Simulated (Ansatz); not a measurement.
Si in space group Fd-3m (No. 227; Si on 8a, Si on 32e, Si on 96g), PBE in the plane-wave PAW code Ansatz. The conduction-band minimum lies at L, with 4 equivalent valleys. Second derivatives d²E/dk² of the lowest band at one valley (eV·Å²), along Cartesian directions:

```tsv
direction	d²E/dk²
[100]	17.84
[010]	17.84
[001]	17.84
[110]	21.64
[101]	14.05
[011]	14.05
```

### Question
Find the principal effective masses, the density-of-states mass and the conductivity mass.

### Answer
Off-diagonal terms follow from H_xy = H[110] − (H_xx + H_yy)/2, and m*/mₑ = 7.620 eV·Å² over each eigenvalue: 0.30, 0.54, 0.54. One valley's DOS mass (m₁m₂m₃)^(1/3) = 0.45, conductivity mass 3/(Σ 1/mᵢ) = 0.43 mₑ.

### Question
What effective density of states Nc follows at 300 K for parabolic valleys?

### Answer
Nc = 2.509e19 × 4 × (0.45)^(3/2) ≈ 3.0e19 cm⁻³.

The first step of the workflow began from a Materials Project structure, measured or hypothetical. Its sites differ from those of the usual phase in this space group: another stacking or structure type. Symmetry was held in the PBE relaxation; whether a distortion lowers the energy is not shown.

Potentials: the later of the program's two PAW sets.

Edges and masses are those of Kohn–Sham bands, whose gap is no quasiparticle gap.
